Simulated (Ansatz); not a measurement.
H4BrN:
```yaml
crystal:
  lattice:
    - [4.00135, 0.00000, 0.00000]
    - [0.00000, 4.00135, 0.00000]
    - [0.00000, 0.00000, 4.00135]
  atoms:
    - { symbol: H, position: [0.14877, 0.14877, 0.85123] }
    - { symbol: H, position: [0.14877, 0.85123, 0.14877] }
    - { symbol: H, position: [0.85123, 0.85123, 0.85123] }
    - { symbol: H, position: [0.85123, 0.14877, 0.14877] }
    - { symbol: Br, position: [0.50000, 0.50000, 0.50000] }
    - { symbol: N, position: [0.00000, 0.00000, 0.00000] }
```

Tensor components refer to the Cartesian frame of this cell.

Task: Give the high-frequency dielectric tensor and the Born effective charge tensors of the independent atoms from DFPT, r²SCAN+D4 (plane waves, PAW; program Ansatz).

Result: 
ε∞:
```
2.97  0.00  0.00
0.00  2.97  0.00
0.00  0.00  2.97
```
Z* of atom 1 (H), rows: field, columns: displacement, in e:
```
 0.54   0.27  -0.27
 0.27   0.54  -0.27
-0.27  -0.27   0.54
```
Z* of atom 5 (Br), rows: field, columns: displacement, in e:
```
-1.25   0.00   0.00
 0.00  -1.25   0.00
 0.00   0.00  -1.25
```
Z* of atom 6 (N), rows: field, columns: displacement, in e:
```
-0.92   0.00   0.00
 0.00  -0.92   0.00
 0.00   0.00  -0.92
```

Static charges for comparison (Bader): H1 +0.48, Br5 -0.76, N6 -1.16 e. Born charges measure polarisation by displacement and can exceed these by far.

Space group P-43m. The first step of the workflow began from a Materials Project structure, measured or hypothetical; the Crystallography Open Database files this formula in space group No. 215, but the cells were not matched. Its standing as an ambient phase is unchecked. Symmetry was held in the r²SCAN+D4 relaxation; phonons on a q-mesh show no instability. Scalar-relativistic: spin–orbit coupling is off unless named, which matters more the heavier the elements.

Potentials: the later of the program's two PAW sets.
